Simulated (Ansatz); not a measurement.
Total density of states per atom from plane-wave PAW r²SCAN (Ansatz code), in 0.25 eV bins, energy from the Fermi level:

```tsv
E (eV)	states/eV/atom
-7.85	0.14
-7.60	0.16
-7.35	0.17
-7.10	0.20
-6.85	0.23
-6.60	0.28
-6.35	0.56
-6.10	0.76
-5.85	0.43
-5.60	0.25
-5.35	0.20
-5.10	0.16
-4.85	0.22
-4.60	0.36
-4.35	0.52
-4.10	0.84
-3.85	1.02
-3.60	1.07
-3.35	0.92
-3.10	0.80
-2.85	0.87
-2.60	0.62
-2.35	0.37
-2.10	0.68
-1.85	1.37
-1.60	1.04
-1.35	0.84
-1.10	1.62
-0.85	1.63
-0.60	1.23
-0.35	1.01
-0.10	0.82
0.15	0.67
0.40	0.32
0.65	0.19
0.90	0.16
1.15	0.14
1.40	0.11
1.65	0.09
1.90	0.16
2.15	0.22
2.40	0.41
2.65	0.86
2.90	0.49
3.15	0.39
3.40	0.34
3.65	0.29
3.90	0.25
4.15	0.24
4.40	0.20
4.65	0.18
```

Question: Which compound is it?
A. AlRu, CsCl type
B. Al, simple cubic
C. CaO, CsCl type
D. NbP, CsCl type

Answer: A, AlRu, CsCl type. Within 0.5 eV of the Fermi level: Ru 4d 84 %, Al 3p 11 %. Projections are on Löwdin-orthogonalised atomic valence shells; empty p or d shells of many metals are not among them.

Space group Pm-3m (CsCl type). The r²SCAN relaxation kept the symmetry of its start. No spin polarisation was allowed. Scalar-relativistic: spin–orbit coupling is off unless named, which matters more the heavier the elements.

Potentials: the earlier of the program's two PAW sets.
